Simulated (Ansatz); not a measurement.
Consider the following.

AlNi:
```cif
data_AlNi
_chemical_formula_sum 'Ni1 Al1'
_space_group_name_H-M_alt 'P 1'
_space_group_IT_number 1
_cell_length_a 2.86216
_cell_length_b 2.86216
_cell_length_c 2.86216
_cell_angle_alpha 90.000
_cell_angle_beta 90.000
_cell_angle_gamma 90.000
loop_
_space_group_symop_operation_xyz
  'x, y, z'
loop_
_atom_site_label
_atom_site_type_symbol
_atom_site_fract_x
_atom_site_fract_y
_atom_site_fract_z
_atom_site_occupancy
Ni1 Ni 0.00000 0.00000 0.00000 1
Al1 Al 0.50000 0.50000 0.50000 1
```

This is the PBEsol-relaxed structure.

**Question.** All from plane-wave PAW PBEsol (Ansatz code), unless another level is named. Give the density of states at the Fermi level.

**Answer.** 0.41 states/eV per atom (mean over ±0.08 eV).

**Question.** Next, the formation energy from the elements (no fitted shifts)?

**Answer.** -0.67 eV/atom.

Space group Pm-3m (CsCl type). The cell was relaxed with PBEsol under the symmetry of its start. The workflow began spin-polarised and lost its moments. The references are the lowest solids computed at this level, not always the standard phases.

Potentials: the earlier of the program's two PAW sets. The files were generated under PBE; for other functionals the program regenerates the frozen cores, and for LDA and PBEsol the local potential too.
